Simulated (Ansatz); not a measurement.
ZnCdSeS:
```yaml
crystal:
  lattice:
    - [3.96051, 0.00000, 0.00000]
    - [-1.98026, 3.42990, 0.00000]
    - [0.00000, 0.00000, 6.65077]
  atoms:
    - { symbol: Zn, position: [0.33333, 0.66667, 0.98927] }
    - { symbol: Cd, position: [0.00000, 0.00000, 0.51961] }
    - { symbol: Se, position: [0.33333, 0.66667, 0.35110] }
    - { symbol: S, position: [0.00000, 0.00000, 0.89201] }
```

Relaxed with LDA. Special points in fractions of this cell's reciprocal vectors: Γ (0.000, 0.000, 0.000); M (0.500, 0.000, 0.000); K (0.333, 0.333, 0.000); A (0.000, 0.000, 0.500); L (0.500, 0.000, 0.500); H (0.333, 0.333, 0.500).

List the band energies nearest the valence-band maximum at these points for LDA (plane waves, PAW; program Ansatz).

In eV from the valence-band maximum; about four levels below and three above (degenerate sets whole), none deeper than 8.9 eV; points with the same levels are listed once.

```csv
k,below,above
Γ,-1.60 -1.60 -0.68 0.00 0.00,0.56 2.40 5.41 5.41
M,-3.66 -2.80 -2.15 -0.93,2.61 3.34 4.28
K,-4.24 -2.90 -2.56 -2.25,3.34 4.61 4.91
A,-1.47 -1.47 -0.18 -0.18,1.84 3.00 4.80
L,-2.55 -2.22 -2.00 -1.29,2.29 2.67 3.94
H,-3.83 -2.85 -1.91 -1.71,3.41 3.48 4.82
```

Space group P3m1. The workflow started from a Materials Project entry (that database holds measured and hypothetical structures alike); the Crystallography Open Database copy checked does not list it. Its standing as an ambient phase is unchecked. The LDA relaxation kept the symmetry of its start; of distortions, only those at the zone centre were tested. Spin–orbit coupling is left out wherever it is not named.

Potentials: the later of the program's two PAW sets.
